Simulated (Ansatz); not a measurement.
## BW2 under strain

Computed with DFT r2SCAN, scalar-relativistic, plane waves, PAW in Ansatz 0.2.0. (500 eV cutoff, 6×6×8 k-mesh, Gaussian smearing of 0.10 eV, no spin polarisation)

Reference structure (relaxed):

```xyz
12
Lattice="5.5595 0.0000 0.0000 0.0000 5.5595 0.0000 0.0000 0.0000 4.7610" Properties=species:S:1:pos:R:3 pbc="T T T"
B     0.0000    0.0000    1.1902
B     0.0000    0.0000    3.5707
B     2.7798    2.7798    3.5707
B     2.7798    2.7798    1.1902
W     0.9448    3.7245    0.0000
W     1.8350    0.9448    0.0000
W     1.8350    4.6147    2.3805
W     0.9448    1.8350    2.3805
W     3.7245    0.9448    2.3805
W     4.6147    3.7245    2.3805
W     4.6147    1.8350    0.0000
W     3.7245    4.6147    0.0000
```

Deformation: uniaxial strain along c, with the lengths of a and b and the atoms relaxed and the angles held, all within the symmetry that the strain leaves. Energies are extrapolated to zero smearing. On this cell's mesh the reference holds a stress of up to 0.27 GPa.

Spin–orbit coupling is left out, which can shift energies with elements as heavy as these.

```
strain (%)  ΔE (meV/atom) a (Å) b (Å) c (Å)
      -6.0           60.5  5.678  5.678  4.475
      -4.0           26.3  5.634  5.634  4.571
      -2.0            6.7  5.596  5.596  4.666
      +0.0            0.0  5.560  5.560  4.761
      +2.0            4.9  5.525  5.525  4.856
      +4.0           21.4  5.495  5.495  4.951
      +6.0           47.6  5.460  5.460  5.047
```

What stiffness (1/V) d²E/dε² at zero strain does a cubic fit over all points give?

A cubic fit gives (1/V) d²E/dε² = 393 GPa at zero strain (Young's modulus along this axis, angles held).

How does the free axis a answer a small strain?

Between the innermost points its strain is -0.32 times the applied one.